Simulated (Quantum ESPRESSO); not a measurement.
Cs2WO2F4 is taken in the monoclinic space group C2/m (No. 12), Pearson symbol mS18. Cell: a = 11.062 Å, b = 6.209 Å, c = 4.970 Å, α = 90.00°, β = 91.38°, γ = 90.00°. O on 4i has 1 W at 1.816 Å and 4 Cs at 3.173–3.242 Å. F on 8j is coordinated by 1 W at 1.939 Å and 4 Cs at 3.162–3.347 Å (square pyramidal). Cs on 4i is surrounded by 8 F at 3.162–3.347 Å and 4 O at 3.173–3.242 Å. W on 2a is surrounded by 2 O at 1.816 Å and 4 F at 1.939 Å (octahedral). (Neighbours: up to the widest gap in distance over summed covalent radii, below 1.35, at either atom; cation-cation contacts left out.)
(The calculation used a cell of 9 atoms; values per cell refer to that cell.)

The geometry is that of Materials Project entry mp-1226138, symmetrised and not relaxed again.

**Question.** What does PBEsol (pw.x of Quantum ESPRESSO, ONCV potentials, without SOC) give for the electronic structure near the Fermi level?

**Answer.** The PBEsol gap is indirect, 2.40 eV, from 67 % of the way from I1 to Z to X; the smallest direct gap is 2.44 eV. Another valence and conduction extremum on the path lies within 0.02 eV, too close to call. Without spin-orbit coupling, band edges of such heavy elements can be off by tenths of an eV.

The structure is a Materials Project entry; no match was found in the copy of COD used, and its stability was not checked.
